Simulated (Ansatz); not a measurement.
YHg (CsCl type, Pm-3m), the program Ansatz at the r²SCAN level (PAW), all energies at zero smearing, with the estimated change up to a 700 eV cutoff added, with one set of potentials and settings (totals compare only within such a set). Cell of 2 atoms (1 Y, 1 Hg): -17688.747 eV.

| element | reference phase | E (eV/atom) |
|---|---|---|
| Y | P6_3/mmc, 2 atoms in the cell | -3859.7073 |
| Hg | P-1, 3 atoms in the cell | -13827.8306 |

Formation energy per atom, worked out: (-17688.747 − 1×(-3859.7073) − 1×(-13827.8306))/2 = -0.605 eV/atom (-58 kJ per mol of atoms), at 0 K, without zero-point energy or fitted corrections.

The workflow started from a Materials Project entry (that database holds measured and hypothetical structures alike); the Crystallography Open Database files this formula in space group No. 221, but the cells were not matched. Its standing as an ambient phase is unchecked. Symmetry was held in the r²SCAN relaxation; its stability against distortions is not shown here. No spin polarisation was allowed. The references are the lowest solids computed at this level, not always the standard phases. Scalar-relativistic: spin–orbit coupling is off unless named, which matters more the heavier the elements.

Potentials: the later of the program's two PAW sets.
